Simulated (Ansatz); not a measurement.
## SiGe5: computed properties

All numbers below come from Ansatz, DFT PBE, scalar-relativistic, plane waves, PAW.

Settings: cutoff 420 eV, Γ-centred mesh 6×6×10 on the computed 6-atom cell, Gaussian smearing of 0.10 eV; no spin polarisation.

The structure is relaxed at this level of theory with its symmetry kept, and needn't be the ground state of this composition.

```
CELL_PARAMETERS angstrom
6.54341 0.00000 0.00000
0.00000 6.54341 0.00000
0.00000 0.00000 3.44447
ATOMIC_POSITIONS crystal
Si 0.00000 0.00000 0.00000
Ge 0.79257 0.79257 0.50000
Ge 0.20743 0.20743 0.50000
Ge 0.20743 0.79257 0.50000
Ge 0.79257 0.20743 0.50000
Ge 0.50000 0.50000 0.50000
```

| Property | Result |
| --- | --- |
| Space group | P4/mmm (No. 123) |
| Volume per atom | 24.58 Å³ |
| Formation energy from the elements' standard states (uncorrected) | +0.459 eV/atom |
| Kohn–Sham band gap | none (metal) |
| Density of states at the Fermi level | 2.7 states/eV per cell |
| Orbital (Löwdin) character within 0.5 eV of the Fermi level | Ge 4p 78 %, Ge 4s 12 % |
| Bader charge by site (e) | Si (1 in the cell) -0.03, Ge (4 in the cell) -0.01, Ge (1 in the cell) 0.06 |

Another cell of SiGe5 relaxed alike, in I4/mmm, lies 80 meV/atom lower, so this cell isn't the stable form at this level.

The cell was found from a structure generator's guess, not taken from experiment. Löwdin shares on free-atom orbitals overweight diffuse shells.
